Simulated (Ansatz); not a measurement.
LaInPt4:
```
LaInPt4
1.0
    0.00000     3.84877     3.84877
    3.84877     0.00000     3.84877
    3.84877     3.84877     0.00000
La In Pt
1 1 4
Direct
  0.00000   0.00000   0.00000
  0.25000   0.25000   0.25000
  0.62423   0.62423   0.12730
  0.62423   0.12730   0.62423
  0.12730   0.62423   0.62423
  0.62423   0.62423   0.62423
```

Relaxed with r²SCAN.

### Question
Which orbitals make up the states near the Fermi level in r²SCAN in the plane-wave PAW code Ansatz?

### Answer
Within 0.5 eV of the Fermi level: Pt 5d 49 %, In 5p 19 %, La 5d 10 %, Pt 6s 5 %, outside the projected shells 6 %. Projections are on Löwdin-orthogonalised atomic valence shells; empty p or d shells of many metals are not among them.

### Question
Tabulate the density of states.

### Answer
States/eV per cell of 6 atoms, in 0.25 eV bins, energy from the Fermi level.

```csv
E (eV),total,Pt 5d,La 4f,La 5d
-7.85,1.09,0.22,0.00,0.03
-7.60,1.33,0.31,0.00,0.04
-7.35,1.47,0.38,0.00,0.08
-7.10,4.34,1.87,0.01,0.36
-6.85,4.25,2.06,0.01,0.39
-6.60,0.66,0.31,0.00,0.07
-6.35,0.47,0.24,0.00,0.05
-6.10,4.38,2.90,0.01,0.31
-5.85,4.89,3.40,0.01,0.35
-5.60,3.98,3.17,0.01,0.22
-5.35,5.16,4.12,0.02,0.21
-5.10,10.75,8.51,0.04,0.38
-4.85,7.18,6.20,0.03,0.19
-4.60,9.87,8.39,0.04,0.29
-4.35,9.25,7.87,0.03,0.31
-4.10,9.20,7.56,0.04,0.33
-3.85,5.87,4.88,0.03,0.26
-3.60,7.92,6.49,0.03,0.52
-3.35,8.41,6.81,0.03,0.54
-3.10,7.66,6.21,0.03,0.44
-2.85,8.94,7.27,0.03,0.58
-2.60,7.21,5.86,0.04,0.47
-2.35,7.21,6.16,0.05,0.35
-2.10,13.40,12.26,0.12,0.39
-1.85,7.50,6.83,0.06,0.20
-1.60,7.37,6.56,0.05,0.25
-1.35,6.48,5.39,0.06,0.42
-1.10,6.02,4.49,0.09,0.38
-0.85,3.02,1.96,0.09,0.16
-0.60,1.92,1.40,0.04,0.08
-0.35,1.75,1.19,0.05,0.11
-0.10,2.39,1.40,0.05,0.20
0.15,2.65,1.19,0.08,0.28
0.40,3.59,1.25,0.18,0.49
0.65,2.29,1.44,0.05,0.23
0.90,2.39,1.19,0.09,0.41
1.15,3.33,1.28,0.16,0.68
1.40,2.13,0.77,0.13,0.38
1.65,1.34,0.33,0.16,0.28
1.90,3.48,0.54,0.63,0.82
2.15,4.29,0.54,1.14,1.17
2.40,7.59,1.00,2.64,2.26
2.65,8.51,0.59,5.74,1.30
2.90,31.68,1.08,28.20,1.38
3.15,14.25,1.13,8.63,3.33
```

Space group F-43m. The workflow started from a Materials Project entry (that database holds measured and hypothetical structures alike); the Crystallography Open Database copy checked does not list it. With La and In taken as one species the cell has the higher symmetry Fd-3m, so it may be an ordered model of a mixed-site phase. Its standing as an ambient phase is unchecked. The r²SCAN relaxation kept the symmetry of its start; its stability against distortions is not shown here. No spin polarisation was allowed. Scalar-relativistic: spin–orbit coupling is off unless named, which matters more the heavier the elements.

Potentials: the later of the program's two PAW sets.
